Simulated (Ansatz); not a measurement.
Input file for Ansatz (a program for electronic structure):

Ansatz 0.2 input:
```yaml
crystal:
  lattice:
    - [1.6575509372, 0.9569874798, 8.5841206993]
    - [-1.6575509372, 0.9569874798, 8.5841206993]
    - [0.0, -1.9139749596, 8.5841206993]
  atoms:
    - { symbol: Zn, position: [0.218689728, 0.218689728, 0.218689728] }
    - { symbol: In, position: [0.0029465403, 0.0029465403, 0.0029465403] }
    - { symbol: Ga, position: [0.7871315184, 0.7871315184, 0.7871315184] }
    - { symbol: O, position: [0.2951087112, 0.2951087112, 0.2951087112] }
    - { symbol: O, position: [0.7112361579, 0.7112361579, 0.7112361579] }
    - { symbol: O, position: [0.1211660927, 0.1211660927, 0.1211660927] }
    - { symbol: O, position: [0.8637222514, 0.8637222514, 0.8637222514] }
kpoints:
  mp_grid: { grid: [8, 8, 8] }
  band_path:
    path:
      - [[0.0, 0.0, 0.0], [0.5, 0.5, 0.5], [0.8250476254, 0.1749523746, 0.5]]  # Γ-T-H_2
      - [[0.5, -0.1749523746, 0.1749523746], [0.5, 0.0, 0.0], [0.0, 0.0, 0.0], [0.3374761873, -0.3374761873, 0.0]]  # H_0-L-Γ-S_0
      - [[0.6625238127, 0.0, 0.3374761873], [0.5, 0.0, 0.5], [0.0, 0.0, 0.0]]  # S_2-F-Γ
      - [VBM, CBM]
    npoints: 10
basis: { xc_grid: 2 }
hamiltonian:
  xc: pbesol
  pseudopotentials: { azcp: { folder: ./paw }, kind: paw_fr }
magnetization: { noncollinear: true, spin_orbit: true }
scf:
  n_extra_bands: 14
  convergence: { dr2_threshold: 0.0000000001 }
  occupations: { method: gaussian, width: 0.01 }
checkpoint: { write: soc.run }
output: { eigenvalues: true }
```

Output (shortened):

```
basis.fft_grid_basis auto: the FFT boxes are laid along the combinations [[1, 0, -1], [0, 1, -1], [0, 0, 1]] of the cell's own vectors, 3.315, 3.315 and 8.795 …
Pseudopotential: Zn, paw, valence charge 12
Pseudopotential: In, paw, valence charge 13
Pseudopotential: Ga, paw, valence charge 13
Pseudopotential: O, paw, valence charge 6
Functional definition: PBEsol
non-collinear run that drives no moment, with spin-orbit …
Crystal: 7 atoms, lattice volume = 81.700 Å³
Basis set: ecut = 420 eV, 1631 PW (Γ), FFT grids on a1−a3, a2−a3, a3, exchange–correlation on 48×48×120 points (8 copies of the dense FFT grid, shifted against one another)
Bands: 76, of which v1, the nominal top of the filled ones, is band 62 counted from 1 (61 counted from 0)
Symmetry: 6 space group operations + 6 with time reversal
k-points: 65 of 512 (time reversal used)
Projection manifold: j_resolved (fully-relativistic pseudo-atomic orbitals)
SCF iter   1: F=—  HF=-14798.095951 eV  |F-HF|=—  |Δ(HF+E_count)|=         —  Δρ=9.63e-2  dr2=4.47e0  dr2_m=0.00e0 (ungated)  ethr=3.10e-3  |M|=0.00e0 ∫|m|=0.00e0 μB  |m|>n=0.0e0 m-floor=0.0e0 τ_xc=0.0e0  β_m=0.30  ⟨swp⟩=6.6  Hψ=24628  notcnv=0  defer=96
preconditioner: auto → Resta (q_TF=auto, 2.606 Å⁻¹)
spin=Noncollinear: Resta preconditioning applied to the charge; magnetization (m_x, m_y, m_z) channels mix plain (no charge-response kernel on spin).
SCF iter   2: F=—  HF=-14797.238767 eV  |F-HF|=—  |Δ(HF+E_count)|=   8.57e-1  Δρ=5.90e-2  dr2=1.86e0  dr2_m=0.00e0 (ungated)  ethr=3.10e-3  |M|=0.00e0 ∫|m|=0.00e0 μB  |m|>n=0.0e0 m-floor=0.0e0 τ_xc=0.0e0  β_m=0.52  ⟨swp⟩=2.0  Hψ=8360  notcnv=0  defer=462
SCF iter   3: F=—  HF=-14796.700417 eV  |F-HF|=—  |Δ(HF+E_count)|=   5.38e-1  Δρ=1.63e-2  dr2=1.89e-1  dr2_m=0.00e0 (ungated)  ethr=2.99e-3  |M|=0.00e0 ∫|m|=0.00e0 μB  |m|>n=0.0e0 m-floor=0.0e0 τ_xc=0.0e0  β_m=0.55  ⟨swp⟩=3.0  Hψ=8821  notcnv=0  defer=474
SCF iter   4: F=—  HF=-14796.658501 eV  |F-HF|=—  |Δ(HF+E_count)|=   4.19e-2  Δρ=6.64e-3  dr2=2.58e-2  dr2_m=0.00e0 (ungated)  ethr=3.04e-4  |M|=0.00e0 ∫|m|=0.00e0 μB  |m|>n=0.0e0 m-floor=0.0e0 τ_xc=0.0e0  β_m=0.77  ⟨swp⟩=2.8  Hψ=7988  notcnv=0  defer=474
SCF iter   5: F=—  HF=-14796.669309 eV  |F-HF|=—  |Δ(HF+E_count)|=   1.08e-2  Δρ=3.49e-3  dr2=6.58e-3  dr2_m=0.00e0 (ungated)  ethr=4.16e-5  |M|=0.00e0 ∫|m|=0.00e0 μB  |m|>n=0.0e0 m-floor=0.0e0 τ_xc=0.0e0  β_m=0.69  ⟨swp⟩=2.6  Hψ=8833  notcnv=0  defer=480
SCF iter   6: F=—  HF=-14796.667830 eV  |F-HF|=—  |Δ(HF+E_count)|=   1.48e-3  Δρ=9.43e-4  dr2=6.07e-4  dr2_m=0.00e0 (ungated)  ethr=1.06e-5  |M|=0.00e0 ∫|m|=0.00e0 μB  |m|>n=0.0e0 m-floor=0.0e0 τ_xc=0.0e0  β_m=0.69  ⟨swp⟩=2.4  Hψ=8664  notcnv=0  defer=480
SCF iter   7: F=—  HF=-14796.668076 eV  |F-HF|=—  |Δ(HF+E_count)|=   2.46e-4  Δρ=5.07e-4  dr2=1.69e-4  dr2_m=0.00e0 (ungated)  ethr=9.79e-7  |M|=0.00e0 ∫|m|=0.00e0 μB  |m|>n=0.0e0 m-floor=0.0e0 τ_xc=0.0e0  β_m=0.85  ⟨swp⟩=2.0  Hψ=8398  notcnv=0  defer=480
SCF iter   8: F=—  HF=-14796.668214 eV  |F-HF|=—  |Δ(HF+E_count)|=   1.38e-4  Δρ=3.11e-4  dr2=5.87e-5  dr2_m=0.00e0 (ungated)  ethr=2.73e-7  |M|=0.00e0 ∫|m|=0.00e0 μB  |m|>n=0.0e0 m-floor=0.0e0 τ_xc=0.0e0  β_m=0.73  ⟨swp⟩=2.0  Hψ=8910  notcnv=0  defer=480
SCF iter  15: F=-14796.668156 eV  HF=-14796.668156 eV  |F-HF|=3.27e-11  |Δ(HF+E_count)|=  4.04e-10  Δρ=3.34e-7  dr2=7.60e-11  dr2_m=0.00e0 (ungated)  ethr=1.00e-12  |M|=0.00e0 ∫|m|=0.00e0 μB  |m|>n=0.0e0 m-floor=0.0e0 τ_xc=0.0e0  ⟨swp⟩=10.7  Hψ=19387  notcnv=0…
SCF 1 converged in 15 iterations: F = -14796.668156 eV  dr2 = 7.60e-11
NSCF: frozen V_eff on 32 k-points
NSCF: frozen V_eff on 32 k-points
NSCF: frozen V_eff on 16 k-points
NSCF: frozen V_eff on 3 k-points
NSCF: frozen V_eff on 3 k-points
NSCF: frozen V_eff on 3 k-points
NSCF: frozen V_eff on 3 k-points
NSCF: frozen V_eff on 3 k-points
NSCF: frozen V_eff on 84 k-points
SCF converged after 15 iterations
Magnetization: |M| = 0.0000 μB,  M = (+0.0000, +0.0000, +0.0000) μB
Absolute magnetization: 0.0000 μB (∫|m|)
  site 0: m = (+0.0000, +0.0000, +0.0000) μB, |m| = 0.0000 μB  (R = 0.81 Å)
  site 1: m = (+0.0000, +0.0000, +0.0000) μB, |m| = 0.0000 μB  (R = 0.90 Å)
  site 2: m = (+0.0000, +0.0000, +0.0000) μB, |m| = 0.0000 μB  (R = 0.79 Å)
  site 3: m = (+0.0000, +0.0000, +0.0000) μB, |m| = 0.0000 μB  (R = 0.81 Å)
  site 4: m = (+0.0000, +0.0000, +0.0000) μB, |m| = 0.0000 μB  (R = 0.81 Å)
  site 5: m = (+0.0000, +0.0000, +0.0000) μB, |m| = 0.0000 μB  (R = 0.79 Å)
  site 6: m = (+0.0000, +0.0000, +0.0000) μB, |m| = 0.0000 μB  (R = 0.81 Å)
Free energy (F): -14796.668156 eV
Harris-Foulkes:  -14796.668156 eV  (|F-HF|=3.27e-11)
Internal energy: -14796.668156 eV  (E = F + TS)
E sigma→0 (E₀):  -14796.668156 eV
Fermi energy:    8.909367 eV
--- Per-component energies (eV) ---
  E_band       = 14.858215
  E_kinetic    = 1152.938025
  E_local      = -5448.064198  (includes V_loc(G=0)·N_el)
  E_nonlocal   = 1283.109194
  E_hartree    = 2443.216201
  E_xc         = -561.256820
  E_vxc        = -555.817711  (∫ρ·V_xc dr)
  E_paw        = -8597.031915  (= ΣΔE_a)
  E_vpaw       = -1303.742077  (= ΣTr[D̂ρ^β])
  E_aug_tail   = 0.002450  (compensation charges beyond the density's cutoff)
  E_ewald      = -5071.626513
  E_core_change = 2.045421  (= ΣΔE_core)
  E_smearing   =  0.000000  (= −TS)
  E_closure    = 0.000000  (closes the sum)
  Σ components = -14796.668156   (vs F -14796.668156, Δ=0.00e0)
  [band-id]    e_kinetic+e_local+e_nonlocal+2·e_hartree+e_vxc+e_vpaw+e_augmentation_tail = 14.858084   (vs E_band 14.858215, Δ=-1.31e-4)
--- Band table (eV; the first three rows and the last of 65) ---
  k-point 0: bands = ["-10.4322", "-10.4322", "-9.4837", "-9.4837", "-8.8803", "-8.8803", "-8.3999", "-8.3999", "-5.3460", "-5.3460", "-4.9603", "-4.9603", "-4.8717", "-4.8717", "-4.7673", "-4.7673", "-4.6317", "-4.6317", "-4.5559", "-4.5559", "-4.1909", …
  k-point 1: bands = ["-10.3306", "-10.3304", "-9.3959", "-9.3956", "-8.8405", "-8.8396", "-8.4729", "-8.4727", "-5.3143", "-5.3140", "-4.9587", "-4.9565", "-4.8673", "-4.8501", "-4.7230", "-4.7139", "-4.6163", "-4.5686", "-4.5570", "-4.5566", "-4.2512", …
  k-point 2: bands = ["-10.0722", "-10.0717", "-9.1916", "-9.1906", "-8.7682", "-8.7678", "-8.5976", "-8.5956", "-5.2223", "-5.2200", "-4.9651", "-4.9567", "-4.7826", "-4.7792", "-4.6913", "-4.6648", "-4.5916", "-4.5687", "-4.4861", "-4.4144", "-4.2402", …
  k-point 64: bands = ["-10.4082", "-10.4082", "-9.5676", "-9.5676", "-8.8272", "-8.8272", "-8.3814", "-8.3814", "-5.3460", "-5.3460", "-4.9603", "-4.9603", "-4.8816", "-4.8816", "-4.7673", "-4.7673", "-4.6401", "-4.6401", "-4.5560", "-4.5560", "-4.2135", …
```

Cost: roughly 2.8 core-minutes on shared cores.

Space group R3m. The cell was relaxed with PBEsol under the symmetry of its start.

Potentials: the earlier of the program's two PAW sets. The files were generated under PBE; for other functionals the program regenerates the frozen cores, and for LDA and PBEsol the local potential too.

Ansatz is a plane-wave DFT program.
